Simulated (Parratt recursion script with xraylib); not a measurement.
X-ray reflectivity of single films on Al2O3: where the minima fall

Calculation: specular X-ray reflectivity, Parratt recursion, Névot-Croce roughness, xraylib tables; Parratt recursion script with xraylib 4.3.0.

Photon energy 8.048 keV (λ = 1.5406 Å), s polarisation. The grazing angle θ is scanned from 0.05° to 2.5° in 900 evenly spaced points, and the curve is smoothed with a Gaussian of 0.004° full width. A minimum is a scan point below both neighbours, placed by a parabola through ln R at the three points.

Each run is one film on Al2O3 (density 3.873 g/cm³, δ = 12.32 × 10⁻⁶, rms roughness 2.8 Å) under vacuum. The film surface has an rms roughness of 3.3 Å in all runs. The refractive index is n = 1 − δ + iβ. The table lists all minima between 0.7 and 2.1°.

```
run  film  thickness d (Å)  density (g/cm³)  δ (10⁻⁶)  β (10⁻⁶)                                         minima at θ (°)
---  ----  ---------------  ---------------  --------  --------  ------------------------------------------------------
A    ZrB2              200            5.706     16.15    0.7579         0.749, 0.951, 1.160, 1.372, 1.587, 1.803, 2.021
B    ZrB2              250            5.706     16.15    0.7579  0.786, 0.948, 1.115, 1.285, 1.456, 1.628, 1.801, 1.975
C      Hf              200           12.514         ?         ?                                                       ?
D    ZrB2              160            5.706     16.15    0.7579                       0.905, 1.164, 1.429, 1.698, 1.969
```

Densities are inputs, not measurements. They were set from computed cells of the Materials Project: ZrB2 from entry mp-1472 (P6/mmm, 6.071 g/cm³, taken at 94 %); Al2O3 from entry mp-1143 (R-3c, 3.873 g/cm³); Hf from entry mp-103 (P6₃/mmc, 13.313 g/cm³, taken at 94 %). A layer's crystal structure does not enter its constants, only its composition and density.

Question: How many minima does run C have between 0.7 and 2.1°, and where? Estimate its δ first.

Answer: Inside a film the fringe order is m = (2d/λ)(sin²θ − 2δ)^½, with the film's own δ. Where the film's δ lies above the substrate's, its two faces reflect with opposite signs, and minima are expected at whole m.

- Run A, δ above the substrate's: the minima give m = 3.06, 4.05, 5.04, 6.04, 7.04, 8.03, 9.04.
- Run B, δ above the substrate's: the minima give m = 4.05, 5.04, 6.04, 7.04, 8.04, 9.03, 10.03, 11.03.
- Run D, δ above the substrate's: the minima give m = 3.06, 4.05, 5.04, 6.04, 7.04.

Counting Z electrons an atom, δ = re λ² ρe/2π with re = 2.8179 × 10⁻⁵ Å and ρe = NA × density × ΣZ/ΣA. Check on run A, ZrB2: ΣZ = 50, ΣA = 112.84, ρe = 0.60221 × 5.706 × 50/112.84 = 1.523 Å⁻³, δ = 16.21 × 10⁻⁶, against 16.15 × 10⁻⁶ in the table. For the withheld run, Hf: ΣZ = 72, ΣA = 178.5, ρe = 0.60221 × 12.514 × 72/178.5 = 3.040 Å⁻³, δ = 32.36 × 10⁻⁶; the run used 29.60 × 10⁻⁶, from tables that count Z + f′ electrons. In run C the film's δ lies above the substrate's, so take whole m. The window runs from m = 2.39 to 9.28 and holds m = 3, 4, 5, 6, 7, 8, 9. Then sin²θ = 2δ + (mλ/2d)² gives θ = 0.807, 0.996, 1.196, 1.402, 1.612, 1.825, 2.039°.

The run has 7 minima, at 0.799, 0.990, 1.191, 1.398, 1.609, 1.822, 2.037°. The largest distance from one of them to an estimated minimum is 0.008°, against a mean spacing of 0.206°.
